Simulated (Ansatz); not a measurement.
The start is a generated cell, Fe built in the omega structure type. The structure is fully relaxed (lattice and positions, P = 0) with r2SCAN (plane waves to 500 eV, PAW, scalar-relativistic; Ansatz, a program for electronic structure). The first steps use a coarse 9×9×13 k-mesh.

Starting cell:
```yaml
crystal:
  lattice:
    - [4.05441, 0.00000, 0.00000]
    - [-2.02721, 3.51122, 0.00000]
    - [0.00000, 0.00000, 2.46596]
  atoms:
    - { symbol: Fe, position: [0.00000, 0.00000, 0.00000] }
    - { symbol: Fe, position: [0.33333, 0.66667, 0.50000] }
    - { symbol: Fe, position: [0.66667, 0.33333, 0.50000] }
```
Spin-polarised start, with parallel moments on Fe.

Task: What pressure does the first self-consistent step give?

Result: +9.0 GPa (positive: the cell is compressed).

Task: How much energy is released per atom?

Result: 0.06 eV/atom.

Task: How does the volume per atom move from start to end?

Result: +5.1 %, from 11.70 to 12.29 Å³/atom.

Task: Is the relaxed structure metallic? Give its gap.

Result: No gap (metallic).

Task: What magnetic moments remain?

Result: Net 2.82 μB/atom, ferromagnetic.

The space group stays P6/mmm (No. 191) (the run could not lower it), with 3 atoms in the primitive magnetic cell. Final values are on a 13×13×19 k-mesh of the relaxed cell. Spin state reached: ferromagnetic (net 2.82 μB/atom), from parallel starting moments; other spin orders were not run from this start. r2SCAN tends to overstate moments in metals.

The run could not lose the symmetry of its start: the end is stationary, and may be a saddle point rather than a minimum.

All atoms sit on sites fixed by symmetry, so only the cell could relax.

The relaxed structure here is a generated cell of Fe: the first start was made by placing the elements on the sites of a structure type, and the end was not matched to a known phase here, so it may be hypothetical. Known forms of Fe include space group No. 229.
